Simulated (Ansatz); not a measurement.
Al3GaN4:
```yaml
crystal:
  lattice:
    - [4.40699, 0.00000, 0.00000]
    - [0.00000, 4.40699, 0.00000]
    - [0.00000, 0.00000, 4.40699]
  atoms:
    - { symbol: Al, position: [0.50000, 0.50000, 0.00000] }
    - { symbol: Al, position: [0.00000, 0.50000, 0.50000] }
    - { symbol: Al, position: [0.50000, 0.00000, 0.50000] }
    - { symbol: Ga, position: [0.00000, 0.00000, 0.00000] }
    - { symbol: N, position: [0.74471, 0.74471, 0.25529] }
    - { symbol: N, position: [0.74471, 0.25529, 0.74471] }
    - { symbol: N, position: [0.25529, 0.25529, 0.25529] }
    - { symbol: N, position: [0.25529, 0.74471, 0.74471] }
```

Relaxed with PBEsol. Special points in fractions of this cell's reciprocal vectors: Γ (0.000, 0.000, 0.000); X (0.000, 0.500, 0.000); M (0.500, 0.500, 0.000); R (0.500, 0.500, 0.500).

Task: List the band energies nearest the valence-band maximum at these points for the program Ansatz at the PBEsol level (PAW).

Result: In eV from the valence-band maximum; about four levels below and three above (degenerate sets whole), none deeper than 8.9 eV; points with the same levels are listed once.

| k | below | above |
|---|---|---|
| Γ | -1.98 -1.98 -1.98 0.00 0.00 0.00 | 3.32 3.32 3.32 |
| X | -1.22 -1.22 -0.95 -0.95 | 5.52 5.57 6.04 6.04 |
| M | -0.84 -0.55 -0.54 -0.54 | 7.27 7.46 7.46 |
| R | -0.60 -0.60 -0.38 -0.38 -0.38 | 5.45 6.90 6.90 6.90 |

Space group P-43m. The first step of the workflow began from a Materials Project structure, measured or hypothetical; the Crystallography Open Database copy checked does not list it. With Al and Ga taken as one species the cell has the higher symmetry F-43m, so it may be an ordered model of a mixed-site phase. Whether it is the stable phase at ambient conditions was not checked. Symmetry was held in the PBEsol relaxation; of distortions, only those at the zone centre were tested. Scalar-relativistic: spin–orbit coupling is off unless named, which matters more the heavier the elements.

Potentials: the later of the program's two PAW sets.
